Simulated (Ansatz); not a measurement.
Problem. Each is relaxed and computed with r²SCAN (plane waves, PAW; program Ansatz). Which alone has a direct gap?
A) TiO2, C2/m (Pearson symbol mS24)
B) Al2O3, Pbcn (Al on 8d, O on 8d, O on 4c)
C) ZrTiO4, Pbcn (Zr on 4c, Ti on 4c, O on 8d, O on 8d)
D) SrO, rock salt

Solution. B, Al2O3, Pbcn (Al on 8d, O on 8d, O on 4c). Al2O3: gap 6.56 eV (direct); TiO2: gap 3.20 eV (indirect); ZrTiO4: gap 3.59 eV (indirect); SrO: gap 3.80 eV (indirect). Typed or built starts, not in the databases checked: ZrTiO4, Pbcn (Zr on 4c, Ti on 4c, O on 8d, O on 8d). Not the usual ambient phase: Al2O3, Pbcn (Al on 8d, O on 8d, O on 4c); TiO2, C2/m (Pearson symbol mS24). Began spin-polarised and lost the moments: ZrTiO4, Pbcn (Zr on 4c, Ti on 4c, O on 8d, O on 8d). All cells were relaxed under the symmetry of their starts (and spin orders); stability against distortions was not tested throughout. Rows with no word on spin ran without spin polarisation. Spin–orbit coupling is left out wherever it is not named.

Potentials: the later of the program's two PAW sets.
